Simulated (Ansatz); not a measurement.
The start is a relaxed NbP cell, doubled along one cell vector, shaken by Gaussian noise of σ = 0.08 Å a coordinate. A full variable-cell relaxation at zero pressure is run with PBEsol (plane waves to 420 eV, PAW, scalar-relativistic; Ansatz, a first-principles code). First-step values are on the input's coarse k-mesh.

Ansatz input (later rounds restart from its end on a renewed k-mesh):
Ansatz 0.2 input:
```yaml
crystal:
  lattice:
    - [1.5787118492, -4.4264989475, 0]
    - [3.1574236984, 8.852997895, 0]
    - [0, 0, 4.2703206122]
  atoms:
    - { symbol: P, position: [0.5783691926, 0.1913481088, 0.2614957842] }
    - { symbol: P, position: [0.5873737366, 0.6943714147, 0.2666236219] }
    - { symbol: P, position: [0.3816556692, 0.2828736342, 0.7478639707] }
    - { symbol: P, position: [0.3901708587, 0.7895211154, 0.74618691] }
    - { symbol: Nb, position: [0.9071089878, 0.0781904543, 0.2623342915] }
    - { symbol: Nb, position: [0.8832867606, 0.5755050961, 0.2601850668] }
    - { symbol: Nb, position: [0.080180344, 0.4092457199, 0.7799409857] }
    - { symbol: Nb, position: [0.0598079752, 0.910296067, 0.7490298458] }
basis: { ecutwfc: 420, ecutrho_ratio: 4, xc_grid: 2, fft_grid_basis: typed }
kpoints: { mp_grid: { grid: [8, 4, 6] } }
hamiltonian:
  xc: pbesol
  dispersion: none
  pseudopotentials: { kind: paw }
scf: { occupations: { method: fermi_dirac, width: 0.05 } }
relax: { f_tol: 0.01, max_steps: 100, cell: { stress_tol: 0.02 } }
output: { forces: true, stress: true }
```

| Quantity | Value |
|---|---|
| Initial pressure | +3 GPa (positive: the cell is compressed) |
| Largest initial force | about 2.6 eV/Å, on Nb8 (atoms numbered as listed) |
| Energy released | 0.08 eV/atom |
| Relative to the parent | The parent structure is recovered, Cmcm (No. 63) |
| Band gap at the end | no gap (metallic) |
| Optimiser moves | 9 |

The end point of the relaxation:

```cif
data_Nb4P4
_chemical_formula_sum 'P4 Nb4'
_space_group_name_H-M_alt 'Cmcm'
_space_group_IT_number 63
_space_group_name_Hall '-C 2c 2'
_cell_length_a 3.15742
_cell_length_b 8.85304
_cell_length_c 4.27032
_cell_angle_alpha 90.000
_cell_angle_beta 90.000
_cell_angle_gamma 90.000
loop_
_atom_site_label
_atom_site_type_symbol
_atom_site_symmetry_multiplicity
_atom_site_Wyckoff_symbol
_atom_site_fract_x
_atom_site_fract_y
_atom_site_fract_z
_atom_site_occupancy
P1 P 4 c 0.00000 0.40858 0.25000 1
Nb1 Nb 4 c 0.00000 0.12865 0.25000 1
```
(The calculation used a cell of 4 atoms; values per cell refer to that cell.)

Final values are on a 16×16×11 k-mesh of the relaxed cell. No spin polarisation in the result.

The relaxed structure here is a generated cell of NbP: the first start was made by placing the elements on the sites of a structure type, and the end was not matched to a known phase here, so it may be hypothetical.
